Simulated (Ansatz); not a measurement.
Ansatz (an electronic-structure program) input:

Ansatz 0.2 input:
```yaml
crystal:
  lattice:
    - [4.4200336696, 0.0, 0.0]
    - [0.0, 4.4200336696, 0.0]
    - [0.0, 0.0, 9.4270604821]
  atoms:
    - { symbol: Ba, position: [0.0, 0.5, 0.6566788122] }
    - { symbol: Ba, position: [0.5, 0.0, 0.3433211878] }
    - { symbol: Cu, position: [0.0, 0.0, 0.0] }
    - { symbol: Cu, position: [0.5, 0.5, 0.0] }
    - { symbol: Te, position: [0.5, 0.0, 0.8402408823] }
    - { symbol: Te, position: [0.0, 0.5, 0.1597591177] }
    - { symbol: F, position: [0.5, 0.5, 0.5] }
    - { symbol: F, position: [0.0, 0.0, 0.5] }
kpoints:
  mp_grid: { grid: [5, 5, 3] }
  band_path:
    path:
      - [[0.0, 0.0, 0.0], [0.0, 0.5, 0.0], [0.5, 0.5, 0.0], [0.0, 0.0, 0.0], [0.0, 0.0, 0.5], [0.0, 0.5, 0.5], [0.5, 0.5, 0.5], [0.0, 0.0, 0.5]]  # Γ-X-M-Γ-Z-R-A-Z
      - [[0.0, 0.5, 0.0], [0.0, 0.5, 0.5]]  # X-R
      - [[0.5, 0.5, 0.0], [0.5, 0.5, 0.5]]  # M-A
      - [VBM, CBM]
    npoints: 8
hamiltonian:
  xc: r2scan
  pseudopotentials: { azcp: { folder: ./paw }, kind: paw_fr }
magnetization: { noncollinear: true, spin_orbit: true }
scf:
  n_extra_bands: 16
  convergence: { dr2_threshold: 0.0000000001 }
  occupations: { method: gaussian, width: 0.01 }
checkpoint: { write: soc.run }
output: { eigenvalues: true }
```

Output (shortened):

```
Pseudopotential: Ba, paw, valence charge 10
Pseudopotential: Cu, paw, valence charge 19
Pseudopotential: Te, paw, valence charge 16
Pseudopotential: F, paw, valence charge 7
Functional definition: r2SCAN
non-collinear run that drives no moment, with spin-orbit …
Crystal: 8 atoms, lattice volume = 184.174 Å³
Basis set: ecut = 500 eV, 4631 PW (Γ), exchange–correlation on 144×144×288 points (64 copies of the dense FFT grid, shifted against one another)
Bands: 120, of which v1, the nominal top of the filled ones, is band 104 counted from 1 (103 counted from 0)
Symmetry: 16 space group operations + 16 with time reversal
k-points: 12 of 75
Projection manifold: j_resolved (fully-relativistic pseudo-atomic orbitals)
SCF iter   1: F=—  HF=-40775.934444 eV  |F-HF|=—  |Δ(HF+E_count)|=         —  Δρ=2.61e-1  dr2=1.78e2  dr2_τ=7.79e-1  dr2_m=0.00e0 (ungated)  ethr=3.10e-3  |M|=0.00e0 ∫|m|=0.00e0 μB  |m|>n=0.0e0 m-floor=0.0e0 τ_xc=0.0e0  β_m=0.30  ⟨swp⟩=12.3  Hψ=4263  notcnv=0  defer=20
preconditioner: auto → Resta (q_TF=auto, 2.480 Å⁻¹)
spin=Noncollinear: Resta preconditioning applied to the charge; magnetization (m_x, m_y, m_z) channels mix plain (no charge-response kernel on spin).
SCF iter   2: F=—  HF=-40759.155537 eV  |F-HF|=—  |Δ(HF+E_count)|=    1.68e1  Δρ=4.31e-2  dr2=3.05e0  dr2_τ=4.34e-1  dr2_m=0.00e0 (ungated)  ethr=3.10e-3  |M|=0.00e0 ∫|m|=0.00e0 μB  |m|>n=0.0e0 m-floor=0.0e0 τ_xc=0.0e0  β_m=0.29  ⟨swp⟩=5.1  Hψ=1633  notcnv=0  defer=108
SCF iter   3: F=—  HF=-40759.341662 eV  |F-HF|=—  |Δ(HF+E_count)|=   1.86e-1  Δρ=2.49e-2  dr2=1.59e0  dr2_τ=6.51e-3  dr2_m=0.00e0 (ungated)  ethr=2.93e-3  |M|=0.00e0 ∫|m|=0.00e0 μB  |m|>n=0.0e0 m-floor=0.0e0 τ_xc=0.0e0  β_m=0.56  ⟨swp⟩=2.5  Hψ=892  notcnv=0  defer=108
SCF iter   4: F=—  HF=-40759.663546 eV  |F-HF|=—  |Δ(HF+E_count)|=   3.22e-1  Δρ=4.01e-2  dr2=2.21e0  dr2_τ=6.05e-3  dr2_m=0.00e0 (ungated)  ethr=1.53e-3  |M|=0.00e0 ∫|m|=0.00e0 μB  |m|>n=0.0e0 m-floor=0.0e0 τ_xc=0.0e0  β_m=0.42  ⟨swp⟩=3.6  Hψ=1250  notcnv=0  defer=108
SCF iter   5: F=—  HF=-40759.227274 eV  |F-HF|=—  |Δ(HF+E_count)|=   4.36e-1  Δρ=8.16e-3  dr2=2.42e-1  dr2_τ=1.31e-3  dr2_m=0.00e0 (ungated)  ethr=1.53e-3  |M|=0.00e0 ∫|m|=0.00e0 μB  |m|>n=0.0e0 m-floor=0.0e0 τ_xc=0.0e0  β_m=0.57  ⟨swp⟩=2.4  Hψ=1055  notcnv=0  defer=108
SCF iter   6: F=—  HF=-40759.182084 eV  |F-HF|=—  |Δ(HF+E_count)|=   4.52e-2  Δρ=4.34e-3  dr2=6.69e-2  dr2_τ=4.02e-4  dr2_m=0.00e0 (ungated)  ethr=2.33e-4  |M|=0.00e0 ∫|m|=0.00e0 μB  |m|>n=0.0e0 m-floor=0.0e0 τ_xc=0.0e0  β_m=0.78  ⟨swp⟩=3.7  Hψ=1028  notcnv=0  defer=108
SCF iter   7: F=—  HF=-40759.174934 eV  |F-HF|=—  |Δ(HF+E_count)|=   7.15e-3  Δρ=2.05e-3  dr2=1.27e-2  dr2_τ=3.02e-5  dr2_m=0.00e0 (ungated)  ethr=6.43e-5  |M|=0.00e0 ∫|m|=0.00e0 μB  |m|>n=0.0e0 m-floor=0.0e0 τ_xc=0.0e0  β_m=0.82  ⟨swp⟩=4.0  Hψ=1212  notcnv=0  defer=108
SCF iter   8: F=—  HF=-40759.172581 eV  |F-HF|=—  |Δ(HF+E_count)|=   2.35e-3  Δρ=6.16e-4  dr2=1.52e-3  dr2_τ=7.06e-6  dr2_m=0.00e0 (ungated)  ethr=1.22e-5  |M|=0.00e0 ∫|m|=0.00e0 μB  |m|>n=0.0e0 m-floor=0.0e0 τ_xc=0.0e0  β_m=0.91  ⟨swp⟩=4.2  Hψ=1046  notcnv=0  defer=108
SCF iter  16: F=-40759.172308 eV  HF=-40759.172308 eV  |F-HF|=5.09e-11  |Δ(HF+E_count)|=  7.28e-12  Δρ=8.30e-8  dr2=1.07e-11  dr2_τ=3.31e-13  dr2_m=0.00e0 (ungated)  ethr=1.00e-12  |M|=0.00e0 ∫|m|=0.00e0 μB  |m|>n=0.0e0 m-floor=0.0e0 τ_xc=0.0e0  ⟨swp⟩=15.7  Hψ=3039  notcnv=0
SCF 1 converged in 16 iterations: F = -40759.172308 eV  dr2 = 1.07e-11
NSCF: frozen V_eff on 40 k-points
NSCF: frozen V_eff on 40 k-points
NSCF: frozen V_eff on 35 k-points
NSCF: frozen V_eff on 5 k-points
NSCF: frozen V_eff on 5 k-points
NSCF: frozen V_eff on 5 k-points
NSCF: frozen V_eff on 5 k-points
NSCF: frozen V_eff on 5 k-points
NSCF: frozen V_eff on 84 k-points
SCF converged after 16 iterations
Magnetization: |M| = 0.0000 μB,  M = (+0.0000, +0.0000, +0.0000) μB
Absolute magnetization: 0.0000 μB (∫|m|)
  site 0: m = (+0.0000, +0.0000, +0.0000) μB, |m| = 0.0000 μB  (R = 1.10 Å)
  site 1: m = (+0.0000, +0.0000, +0.0000) μB, |m| = 0.0000 μB  (R = 1.10 Å)
  site 2: m = (+0.0000, +0.0000, +0.0000) μB, |m| = 0.0000 μB  (R = 1.10 Å)
  site 3: m = (+0.0000, +0.0000, +0.0000) μB, |m| = 0.0000 μB  (R = 1.10 Å)
  site 4: m = (+0.0000, +0.0000, +0.0000) μB, |m| = 0.0000 μB  (R = 1.10 Å)
  site 5: m = (+0.0000, +0.0000, +0.0000) μB, |m| = 0.0000 μB  (R = 1.10 Å)
  site 6: m = (+0.0000, +0.0000, +0.0000) μB, |m| = 0.0000 μB  (R = 1.10 Å)
  site 7: m = (+0.0000, +0.0000, +0.0000) μB, |m| = 0.0000 μB  (R = 1.10 Å)
Free energy (F): -40759.172308 eV
Harris-Foulkes:  -40759.172308 eV  (|F-HF|=5.09e-11)
Internal energy: -40759.172308 eV  (E = F + TS)
E sigma→0 (E₀):  -40759.172308 eV
Fermi energy:    10.661495 eV
--- Per-component energies (eV) ---
  E_band       = -1610.585867
  E_kinetic    = 1583.132740
  E_local      = -20240.750554  (includes V_loc(G=0)·N_el)
  E_nonlocal   = 2310.262183
  E_hartree    = 9123.914944
  E_xc         = -870.830616
  E_vxc        = -899.534494  (∫ρ·V_xc dr)
  E_paw        = -23887.563217  (= ΣΔE_a)
  E_vpaw       = -2665.834822  (= ΣTr[D̂ρ^β])
  E_aug_tail   = 0.001394  (compensation charges beyond the density's cutoff)
  E_vtau       = 54.308150  (kinetic-family band-sum trace: ∫τ·v_τ [+ j·A + Jᵃ·Aᵃ] dr)
  E_ewald      = -8777.410615
  E_core_change = 0.071434  (= ΣΔE_core)
  E_smearing   =  0.000000  (= −TS)
  E_closure    =  0.000000  (closes the sum)
  Σ components = -40759.172308   (vs F -40759.172308, Δ=0.00e0)
  [band-id]    e_kinetic+e_local+e_nonlocal+2·e_hartree+e_vxc+e_vpaw+e_augmentation_tail+e_vtau = -1610.585515   (vs E_band -1610.585867, Δ=3.52e-4)
--- Band table (eV; the first three rows and the last of 12) ---
  k-point 0: bands = ["-105.7044", "-105.7044", "-105.7040", "-105.7040", "-63.3125", "-63.3125", "-63.3102", "-63.3102", "-60.7419", "-60.7419", "-60.7409", "-60.7409", "-60.7318", "-60.7318", "-60.7273", "-60.7273", "-28.2751", "-28.2751", "-28.2749", …
  k-point 1: bands = ["-105.7044", "-105.7044", "-105.7040", "-105.7040", "-63.3125", "-63.3125", "-63.3102", "-63.3102", "-60.7419", "-60.7419", "-60.7409", "-60.7409", "-60.7318", "-60.7318", "-60.7273", "-60.7273", "-28.2751", "-28.2751", "-28.2749", …
  k-point 2: bands = ["-105.7044", "-105.7044", "-105.7040", "-105.7040", "-63.3122", "-63.3122", "-63.3104", "-63.3104", "-60.7418", "-60.7418", "-60.7410", "-60.7410", "-60.7314", "-60.7314", "-60.7278", "-60.7278", "-28.2750", "-28.2750", "-28.2749", …
  k-point 11: bands = ["-105.7042", "-105.7042", "-105.7042", "-105.7042", "-63.3115", "-63.3115", "-63.3112", "-63.3112", "-60.7416", "-60.7416", "-60.7415", "-60.7415", "-60.7296", "-60.7296", "-60.7292", "-60.7292", "-28.2747", "-28.2747", "-28.2746", …
```

Cost: roughly 40 core-minutes on shared cores.

Space group P4/nmm. The first step of the workflow began from a Materials Project structure, measured or hypothetical; the Crystallography Open Database copy checked does not list it. Whether it is the stable phase at ambient conditions was not checked. Symmetry was held in the r²SCAN relaxation; phonons show weakly imaginary modes. No spin polarisation was allowed. No Hubbard U is applied.

Potentials: the earlier of the program's two PAW sets. The files were generated under PBE; for other functionals the program regenerates the frozen cores, and for LDA and PBEsol the local potential too.

Ansatz is a plane-wave DFT program.
